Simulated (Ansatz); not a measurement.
The relaxed structure here is a generated cell of Si2Mo: the first start was made by placing the elements on the sites of a structure type, and the end was not matched to a known phase here, so it may be hypothetical. Known forms of Si2Mo include space group No. 139.

One stationary structure of Si2Mo. The numbers are results of PBE (plane waves to 420 eV, PAW, scalar-relativistic; Ansatz, a quantum-chemistry and plane-wave program), not measurements.

```cif
data_Mo4Si8
_chemical_formula_sum 'Mo4 Si8'
_space_group_name_H-M_alt 'P 1'
_space_group_IT_number 1
_cell_length_a 6.02748
_cell_length_b 6.02748
_cell_length_c 6.02748
_cell_angle_alpha 90.000
_cell_angle_beta 90.000
_cell_angle_gamma 90.000
loop_
_space_group_symop_operation_xyz
  'x, y, z'
loop_
_atom_site_label
_atom_site_type_symbol
_atom_site_fract_x
_atom_site_fract_y
_atom_site_fract_z
_atom_site_occupancy
Mo1 Mo 0.00000 0.00000 0.00000 1
Mo2 Mo 0.50000 0.50000 0.00000 1
Mo3 Mo 0.00000 0.50000 0.50000 1
Mo4 Mo 0.50000 0.00000 0.50000 1
Si1 Si 0.37716 0.37716 0.37716 1
Si2 Si 0.87716 0.12284 0.62284 1
Si3 Si 0.62284 0.87716 0.12284 1
Si4 Si 0.12284 0.62284 0.87716 1
Si5 Si 0.62284 0.62284 0.62284 1
Si6 Si 0.12284 0.87716 0.37716 1
Si7 Si 0.37716 0.12284 0.87716 1
Si8 Si 0.87716 0.37716 0.12284 1
```

### Question
Find the space group and the Wyckoff positions (tolerance 0.01 Å).

### Answer
Space group Pa-3 (No. 205); a = b = c = 6.027 Å, α = β = γ = 90.00°

```
atom  site  symmetry       x       y       z
----  ----  --------  ------  ------  ------
Mo      4a      .-3.  0.0000  0.0000  0.0000
Si      8c       .3.  0.3772  0.3772  0.3772
```

This is the AFLOW prototype AB2_cP12_205_a_c (C2, as in FeS2).

### Question
Give the shortest distances between elements (the closest pairs, up to four, under 3.6 Å).

### Answer
Mo–Si 2.50 Å; Si–Si 2.56 Å.

```yaml
volume_per_atom: 18.25 Å³
band_gap: no gap on the sampled points, where the bands overlap only slightly; such a result is sensitive to mesh and level
```

No spin polarisation in the result. A magnetic state may lie lower.

The run could not lose the symmetry of its start, so the end can be a saddle point.
